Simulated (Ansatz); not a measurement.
ZnGa2S4:
```
ZnGa2S4
1.0
   -2.62928     2.62928     5.16686
    2.62928    -2.62928     5.16686
    2.62928     2.62928    -5.16686
Zn Ga S
1 2 4
Direct
  0.25000   0.75000   0.50000
  0.00000   0.00000   0.00000
  0.75000   0.25000   0.50000
  0.38116   0.37455   0.51955
  0.62545   0.14500   0.00661
  0.85500   0.86161   0.48045
  0.13839   0.61884   0.99339
```

Relaxed with PBEsol.

**Question.** Map the electron localisation function on the plane through (0.250, 0.750, 0.500) spanned by u = [1, 1, 0] and v = [-1, 1, 1] in lattice vectors, from PBEsol in the plane-wave PAW code Ansatz.

**Answer.** x is the fraction of u, y of v (the angle between them is 122°; rows are the nearest grid lines); atoms in the plane: Zn at (0.00, 0.00), Ga at (0.50, 0.00), S at (0.89, 0.51), S at (0.38, 0.49).
```
|0001111000000012220000222100000001111000|
|0111110000012333210012221000000122211000|
|1211110000245664321122211000012344221011|
|1121100037888886422222110001356777421111|
|1110001699999876311111111246788887631101|
|0000027999998752100011122358888876310000|
|0000048999998631000011222358888764100000|
|2100037898864100011222222357765420000122|
|8620013443210013456632222333321001357888|
|9841000000012578888853211110000246899999|
|9841000000125788889963210000002478888999|
|8620000001368872148952000000136885004898|
|5200000013688500489820000001368872148985|
|2100000024788889998400000012578888998632|
|1111000024689999984100000012578888875321|
|3333210013578886200144321001345664322223|
|7765420000122100037888641000112222222357|
|8876410000000004899998631000001122235888|
|8876310000000027999987521000011122358888|
|8753110111000269999976311111111124678888|
|4211111211000378888842222221100013567774|
|1011211110000245664311222211000012344221|
|0001111100000123332100122210000001222110|
|0001111000000012220000222100000001111000|
```
Scale: ten equal steps from 0.000 (start of '0') to 0.932 (end of '9'), in the order '0123456789'; x runs from 0.000 to 1.00, y from 0.000 (bottom) to 1.00 (top).

The density is the valence pseudo-density with augmentation charge, so density and ELF within about 1 Å of a nucleus are not all-electron values.

Space group I-4. The first step of the workflow began from a Materials Project structure, measured or hypothetical; the Crystallography Open Database copy checked does not list it. Whether it is the stable phase at ambient conditions was not checked. Symmetry was held in the PBEsol relaxation; whether a distortion lowers the energy is not shown.

Potentials: the later of the program's two PAW sets.
